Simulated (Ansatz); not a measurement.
**Relaxing a structure of CoSn₃**

The relaxed structure here is a generated cell of CoSn3: the first start was made by placing the elements on the sites of a structure type, and the end was not matched to a known phase here, so it may be hypothetical.

The start is a generated cell, CoSn3 built in the AFLOW prototype AB3_mC16_12_g_ij (D0_15, as in AlCl3). The structure is fully relaxed (lattice and positions, P = 0) with PBE (plane waves to 420 eV, PAW, scalar-relativistic; Ansatz, a first-principles code). The first steps use a coarse 7×7×6 k-mesh.

The start:
```
CELL_PARAMETERS angstrom
      2.89235    -5.00513     0.00000
      2.89235     5.00513     0.00000
     -1.88324     0.00000     5.71111
ATOMIC_POSITIONS crystal
  Co 0.83380 0.16620 0.00000
  Co 0.16620 0.83380 0.00000
  Sn 0.21470 0.21470 0.22630
  Sn 0.78530 0.78530 0.77370
  Sn 0.93049 0.57311 0.22480
  Sn 0.42689 0.06951 0.77520
  Sn 0.06951 0.42689 0.77520
  Sn 0.57311 0.93049 0.22480
```
Spin-polarised start, with parallel moments on Co.

Energy released: 0.87 eV/atom
Volume change: +6.8 %, from 20.67 to 22.07 Å³/atom
Shortest distances (start → end): The closest pairs of elements (up to four, under 3.6 Å), start → end: Co–Sn 2.26 → 2.67 Å; Co–Co 3.33 → 2.79 Å; Sn–Sn 3.05 → 3.00 Å
Band gap at the end: zero (metallic)
Moments at the end: zero (the starting moments vanished)
Optimiser moves: 28

Final values are on a 10×10×7 k-mesh of the relaxed cell. No spin polarisation in the result: the starting moments vanished. A magnetic state may lie lower.

The run could not lose the symmetry of its start, so the end can be a saddle point.
